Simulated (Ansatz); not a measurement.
TaSe₂:
```cif
data_Se4Ta2
_chemical_formula_sum 'Ta2 Se4'
_space_group_name_H-M_alt 'P63/mmc'
_space_group_IT_number 194
_space_group_name_Hall '-P 6c 2c'
_cell_length_a 3.39197
_cell_length_b 3.39197
_cell_length_c 12.20814
_cell_angle_alpha 90.000
_cell_angle_beta 90.000
_cell_angle_gamma 120.000
loop_
_atom_site_label
_atom_site_type_symbol
_atom_site_symmetry_multiplicity
_atom_site_Wyckoff_symbol
_atom_site_fract_x
_atom_site_fract_y
_atom_site_fract_z
_atom_site_occupancy
Ta1 Ta 2 b 0.00000 0.00000 0.25000 1
Se1 Se 4 f 0.33333 0.66667 0.11403 1
```

Relaxed with LDA.

Problem. Tabulate the valence density and the electron localisation function along the shortest Ta–Se contact (2.57 Å), LDA (plane waves, PAW; program Ansatz).

Solution. 

| distance from Ta (Å) | density (e/Å³) | ELF |
|---|---|---|
| 0.26 | 4.19 | 0.24 |
| 0.39 | 4.53 | 0.54 |
| 0.51 | 4.10 | 0.70 |
| 0.64 | 3.08 | 0.72 |
| 0.77 | 1.95 | 0.61 |
| 0.90 | 1.09 | 0.41 |
| 1.03 | 0.65 | 0.27 |
| 1.16 | 0.51 | 0.31 |
| 1.28 | 0.50 | 0.50 |
| 1.41 | 0.56 | 0.68 |
| 1.54 | 0.68 | 0.76 |
| 1.67 | 0.84 | 0.78 |
| 1.80 | 1.24 | 0.77 |
| 1.93 | 2.41 | 0.71 |
| 2.05 | 5.46 | 0.57 |
| 2.18 | 12.51 | 0.37 |
| 2.31 | 24.86 | 0.20 |

The density is the valence pseudo-density with augmentation charge, so density and ELF within about 1 Å of a nucleus are not all-electron values.

Space group P6_3/mmc. The workflow started from an entry of the Crystallography Open Database (COD), which files this formula under 5 space groups. Whether it is the stable phase at ambient conditions was not checked. Symmetry was held in the LDA relaxation; its stability against distortions is not shown here. No spin polarisation was allowed. A crystal of weakly bound layers computed without a dispersion correction: the cell and the soft elastic constants depend strongly on that. Scalar-relativistic: spin–orbit coupling is off unless named, which matters more the heavier the elements.

Potentials: the later of the program's two PAW sets.
